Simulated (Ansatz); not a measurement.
An Ansatz (a first-principles code) run. Input:

Ansatz 0.2 input:
```yaml
crystal:
  lattice:
    - [2.9571960672, 0.0, 0.0]
    - [0.0, 2.9571960672, 0.0]
    - [0.0, 0.0, 8.5893713122]
  atoms:
    - { symbol: Ti, position: [0.0, 0.0, 0.0] }
    - { symbol: N, position: [0.5, 0.5, 0.0] }
    - { symbol: Mg, position: [0.5, 0.5, 0.251975417] }
    - { symbol: O, position: [0.0, 0.0, 0.254382792] }
    - { symbol: Mg, position: [0.0, 0.0, 0.5] }
    - { symbol: O, position: [0.5, 0.5, 0.5] }
    - { symbol: Mg, position: [0.5, 0.5, 0.748024583] }
    - { symbol: O, position: [0.0, 0.0, 0.745617208] }
kpoints:
  mp_grid: { grid: [14, 14, 5] }
hamiltonian:
  xc: pbesol
  pseudopotentials: { azcp: { folder: ./paw }, kind: paw }
scf:
  occupations: { method: fermi_dirac, width: 0.1 }
phonons:
  method: dfpt
  response_accuracy: low
  eigenvectors: true
  rigid_motions: translations
```

Output (shortened):

```
Pseudopotential: Ti, paw, valence charge 12
Pseudopotential: N, paw, valence charge 5
Pseudopotential: Mg, paw, valence charge 10
Pseudopotential: O, paw, valence charge 6
Functional definition: PBEsol
Crystal: 8 atoms, lattice volume = 75.114 Å³
Basis set: ecut = 420 eV, 1433 PW (Γ), exchange–correlation on 40×40×120 points (8 copies of the dense FFT grid, shifted against one another)
Bands: 41, of which v1, the nominal top of the filled ones, is band 33 counted from 1 (32 counted from 0)
Symmetry: 16 space group operations
k-points: 192 of 980 (irreducible under 4 space group operations, time reversal used)
SCF iter   1: F=—  HF=-10286.497119 eV  |F-HF|=—  |Δ(HF+E_count)|=         —  Δρ=1.43e-1  dr2=5.22e1  ethr=3.10e-3  ⟨swp⟩=6.1  Hψ=33490  notcnv=0  defer=17
preconditioner: auto → Kerker (q_TF=auto, 2.663 Å⁻¹)
SCF iter   2: F=—  HF=-10284.920282 eV  |F-HF|=—  |Δ(HF+E_count)|=    1.58e0  Δρ=7.04e-2  dr2=1.61e1  ethr=3.10e-3  ⟨swp⟩=3.2  Hψ=15560  notcnv=0  defer=168
SCF iter   3: F=—  HF=-10284.030205 eV  |F-HF|=—  |Δ(HF+E_count)|=   8.90e-1  Δρ=3.27e-2  dr2=4.77e0  ethr=3.10e-3  ⟨swp⟩=2.4  Hψ=10830  notcnv=0  defer=194
SCF iter   4: F=—  HF=-10283.640604 eV  |F-HF|=—  |Δ(HF+E_count)|=   3.90e-1  Δρ=2.59e-2  dr2=2.70e0  ethr=3.10e-3  ⟨swp⟩=2.1  Hψ=10285  notcnv=0  defer=214
SCF iter   5: F=—  HF=-10283.389809 eV  |F-HF|=—  |Δ(HF+E_count)|=   2.51e-1  Δρ=2.29e-2  dr2=1.57e0  ethr=3.10e-3  ⟨swp⟩=2.3  Hψ=8816  notcnv=0  defer=214
SCF iter   6: F=—  HF=-10283.203184 eV  |F-HF|=—  |Δ(HF+E_count)|=   1.87e-1  Δρ=1.55e-2  dr2=8.02e-1  ethr=2.41e-3  ⟨swp⟩=2.1  Hψ=10281  notcnv=0  defer=185
SCF iter   7: F=—  HF=-10283.004704 eV  |F-HF|=—  |Δ(HF+E_count)|=   1.98e-1  Δρ=4.85e-3  dr2=7.01e-2  ethr=1.23e-3  ⟨swp⟩=3.3  Hψ=11824  notcnv=0  defer=183
SCF iter   8: F=—  HF=-10282.987208 eV  |F-HF|=—  |Δ(HF+E_count)|=   1.75e-2  Δρ=2.30e-3  dr2=1.75e-2  ethr=1.08e-4  ⟨swp⟩=2.0  Hψ=10091  notcnv=0  defer=187
SCF iter  16: F=-10282.981442 eV  HF=-10282.981442 eV  |F-HF|=1.82e-12  |Δ(HF+E_count)|=  9.09e-12  Δρ=6.20e-8  dr2=2.63e-12  ethr=1.00e-12  ⟨swp⟩=10.5  Hψ=39489  notcnv=0
SCF 1 converged in 16 iterations: F = -10282.981442 eV  dr2 = 2.63e-12
DFPT response loops at Γ: preconditioner auto → Kerker (q_TF=auto, 2.663 Å⁻¹) (partly filled bands, converged f_vac=0.000) …
SCF converged after 16 iterations
Free energy (F): -10282.981442 eV
Harris-Foulkes:  -10282.981442 eV  (|F-HF|=1.82e-12)
Internal energy: -10282.936217 eV  (E = F + TS)
E sigma→0 (E₀):  -10282.958830 eV
Entropy (-TS):   -0.045225 eV (-5.653 meV/atom)
Fermi energy:    13.204413 eV
--- Per-component energies (eV) ---
  E_band       = -975.424558
  E_kinetic    = 1138.507224
  E_local      = -5914.458827  (includes V_loc(G=0)·N_el)
  E_nonlocal   = 839.220585
  E_hartree    = 2006.116277
  E_xc         = -473.699218
  E_vxc        = -605.955097  (∫ρ·V_xc dr)
  E_paw        = -2478.137687  (= ΣΔE_a)
  E_vpaw       = -444.973946  (= ΣTr[D̂ρ^β])
  E_aug_tail   = 0.002965  (compensation charges beyond the density's cutoff)
  E_ewald      = -5400.937469
  E_core_change = 0.449934  (= ΣΔE_core)
  E_smearing   = -0.045225  (= −TS)
  E_closure    = 0.000000  (closes the sum)
  Σ components = -10282.981442   (vs F -10282.981442, Δ=0.00e0)
  [band-id]    e_kinetic+e_local+e_nonlocal+2·e_hartree+e_vxc+e_vpaw+e_augmentation_tail = -975.424543   (vs E_band -975.424558, Δ=1.55e-5)
--- Band table (eV; the first three rows and the last of 192) ---
  k-point 0: bands = ["-62.6257", "-62.5214", "-62.5212", "-44.4617", "-29.6020", "-29.5564", "-29.5564", "-29.4788", "-29.4719", "-29.4585", "-29.4585", "-29.4575", "-29.4575", "-20.9961", "-20.6475", "-20.6475", "-7.8997", "-7.2871", "-6.7742", "-2.8107", …
  k-point 1: bands = ["-62.6257", "-62.5214", "-62.5212", "-44.4617", "-29.6020", "-29.5564", "-29.5564", "-29.4788", "-29.4719", "-29.4585", "-29.4585", "-29.4575", "-29.4575", "-20.9961", "-20.6475", "-20.6475", "-7.8762", "-7.3427", "-6.7410", "-2.8109", …
  k-point 2: bands = ["-62.6257", "-62.5214", "-62.5212", "-44.4617", "-29.6020", "-29.5564", "-29.5564", "-29.4788", "-29.4719", "-29.4585", "-29.4585", "-29.4575", "-29.4575", "-20.9961", "-20.6475", "-20.6475", "-7.8289", "-7.4333", "-6.6960", "-2.8113", …
  k-point 191: bands = ["-62.6189", "-62.5147", "-62.5147", "-44.3839", "-29.5988", "-29.5988", "-29.5871", "-29.4998", "-29.4998", "-29.4973", "-29.4973", "-29.4694", "-29.4688", "-20.9585", "-20.9585", "-20.9177", "-6.5474", "-6.4502", "-6.3660", "-2.0456", …
--- Phonons (Γ-DFPT): 12 representative perturbations + reference, on 192 of 980 k-points (Σ response iterations 36) ---
  ASR residual: 6.443e-4 → 0.000e0 eV/Å²; symmetrization residual: 4.122e-5 eV/Å²
  ASR residual per site (eV/Å²): 5.68e-4 1.30e-4 1.98e-4 2.53e-4 6.44e-4 3.96e-4 1.98e-4 2.53e-4
  Γ frequencies (cm⁻¹): 0.00 0.00 0.00 197.52 197.52 213.25 213.25 266.90 277.00 277.00 320.79 377.06 387.82 422.21 422.21 440.97 440.97 453.36 453.36 501.40 501.40 534.99 584.52 608.23
  non-analytic LO–TO correction: not included (Born effective charges unavailable; polar crystals: no LO–TO splitting at Γ)
```

Cost: around 11 core-minutes (rough) on shared cores.

Space group P4/mmm. The start of the workflow was typed in or built on a structure type; neither database checked (COD, Materials Project) lists it. Its standing as an ambient phase is unchecked. Symmetry was held in the PBEsol relaxation; its stability against distortions is not shown here. The run is not spin-polarised. Without spin polarisation and U, an open-shell compound can come out a false metal. As this level gives no gap, phonon frequencies hold no LO–TO term and depend on the k-mesh and smearing (Fermi–Dirac, 0.1 eV here).

Potentials: the earlier of the program's two PAW sets. The files were generated under PBE; for other functionals the program regenerates the frozen cores, and for LDA and PBEsol the local potential too.

Ansatz is a plane-wave DFT program.
